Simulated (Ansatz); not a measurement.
# Mo: two-dimensional strain map

The calculation used Ansatz, DFT r2SCAN, scalar-relativistic, plane waves, PAW. Cutoff 500 eV, Γ-centred 18×18×18 k-points, Gaussian smearing of 0.15 eV. No spin polarisation. Energies are free energies at this smearing, counted from the undisturbed cell; pressure is positive in compression.

The starting cell (as given, not relaxed at this level; it stands at 0.5 GPa; this form isn't the usual structure):

```
Mo
1.0
     2.73551    0.00000    0.00000
    -1.36776    2.36902    0.00000
     0.00000    0.00000    2.55518
Mo
1
Direct
  0.00000 0.00000 0.50000
```

The cell is strained by p along both x and y and by q along z, fractional coordinates fixed. Points are written (p, q).

Energy above the undisturbed cell in meV/atom (a dash: not computed):

```csv
p \ q,-0.030,-0.015,0.000,0.015,0.030
-0.030,106.9,83.9,73.6,74.8,85.5
-0.015,44.0,26.8,21.2,26.9,41.9
0.000,12.1,0.7,0.0,9.7,28.8
0.015,6.7,1.5,5.9,19.8,42.6
0.030,24.0,25.3,35.2,53.5,80.0
```

Pressure in GPa:

```csv
p \ q,-0.030,-0.015,0.000,0.015,0.030
-0.030,24.9,20.5,16.3,12.7,9.6
-0.015,15.6,11.6,7.8,4.5,1.6
0.000,7.6,3.9,0.5,-2.5,-5.2
0.015,0.7,-2.7,-5.8,-8.5,-11.0
0.030,-5.2,-8.4,-11.2,-13.7,-15.9
```